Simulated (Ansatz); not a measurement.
The start is a relaxed GaCuSe2 cell shaken by Gaussian noise of σ = 0.08 Å a coordinate. The structure is fully relaxed (lattice and positions, P = 0) with r2SCAN (plane waves to 500 eV, PAW, scalar-relativistic; Ansatz, a program for electronic structure). The first steps use a coarse 5×5×6 k-mesh.

The start:
```yaml
crystal:
  lattice:
    - [-2.80390, 2.80390, 5.54824]
    - [2.80390, -2.80390, 5.54824]
    - [2.80390, 2.80390, -5.54824]
  atoms:
    - { symbol: Cu, position: [0.75541, 0.25093, 0.52359] }
    - { symbol: Cu, position: [0.01574, 0.00645, 0.02132] }
    - { symbol: Ga, position: [0.26803, 0.75090, 0.50738] }
    - { symbol: Ga, position: [0.48211, 0.50858, 0.99994] }
    - { symbol: Se, position: [0.10594, 0.09881, 0.47042] }
    - { symbol: Se, position: [0.61396, 0.61550, 0.47556] }
    - { symbol: Se, position: [0.35437, 0.87798, 0.98869] }
    - { symbol: Se, position: [0.85493, 0.37391, 0.99629] }
```

Task: Which atoms feel the largest initial force, and how large is it?

Result: 1.44 eV/Å, on Se6 (atoms numbered as listed).

Task: How much energy is released per atom?

Result: 0.04 eV/atom.

Task: Does it find its way back to the structure it was made from?

Result: It relaxes back to the parent, I-42d (No. 122).

Task: What band gap does the relaxed structure have at this level?

Result: 0.57 eV, direct at Γ (no spin-orbit coupling).

The end point of the relaxation:

```cif
data_Cu4Ga4Se8
_chemical_formula_sum 'Cu4 Ga4 Se8'
_space_group_name_H-M_alt 'I-42d'
_space_group_IT_number 122
_space_group_name_Hall 'I -4 2bw'
_cell_length_a 5.60740
_cell_length_b 5.60740
_cell_length_c 11.09746
_cell_angle_alpha 90.000
_cell_angle_beta 90.000
_cell_angle_gamma 90.000
loop_
_atom_site_label
_atom_site_type_symbol
_atom_site_symmetry_multiplicity
_atom_site_Wyckoff_symbol
_atom_site_fract_x
_atom_site_fract_y
_atom_site_fract_z
_atom_site_occupancy
Cu1 Cu 4 b 0.00000 0.00000 0.50000 1
Ga1 Ga 4 a 0.00000 0.00000 0.00000 1
Se1 Se 8 d 0.25000 0.24635 0.37500 1
```
(The calculation used a cell of 8 atoms; values per cell refer to that cell.)

Final values are on a 8×8×8 k-mesh of the relaxed cell. No spin polarisation in the result.
